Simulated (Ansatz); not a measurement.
## CdS: excitons and shallow donors from band masses and screening

Method: DFT r2SCAN, scalar-relativistic, plane waves, PAW in Ansatz.

Settings: cutoff 500 eV, Γ-centred mesh 8×8×8 on the computed 2-atom cell, Gaussian smearing of 0.02 eV; no spin polarisation.

Relaxed cell: F-43m, a = 5.879 Å, b = 5.879 Å, c = 5.879 Å, α = 90.00°, β = 90.00°, γ = 90.00°, 2 atoms in the primitive cell. This zinc-blende form isn't the usual stable structure of the compound.

The calculation gives a Kohn–Sham gap of 1.54 eV, an electron mass of 0.152 mₑ and a hole mass of 0.349 mₑ (harmonic means over x, y, z and over the bands degenerate at each edge), and ε∞ = 5.68 (independent particles, mean of the diagonal).

Q: Estimate the binding energy and radius of a Wannier–Mott exciton and of a shallow donor, and say whether the hydrogenic model can hold.

A: The reduced mass is μ = mₙmₕ/(mₙ + mₕ) = 0.106 mₑ, with mₙ and mₕ the band masses. With E_b = 13.606 eV × μ/ε² and a = 0.529 Å × ε/μ (μ in mₑ) the exciton has E_b = 45 meV and a = 28 Å. For a donor μ is the electron mass: 64 meV and 19.7 Å. The exciton's radius is 7 times the shortest lattice vector (4.16 Å), so the continuum picture is reasonable. In a polar crystal the ions screen too, so a state bound more weakly than an optical phonon feels the larger static constant, which lowers the energy and widens the orbit. The other way, the small Kohn–Sham gap and the missing local fields make ε∞ too large and the masses tend to be too light, which underbinds.

Cost: 4 runs of about 0.91 core-minutes in all, on Intel Xeon 6975P-C (Granite Rapids) (shared hosts).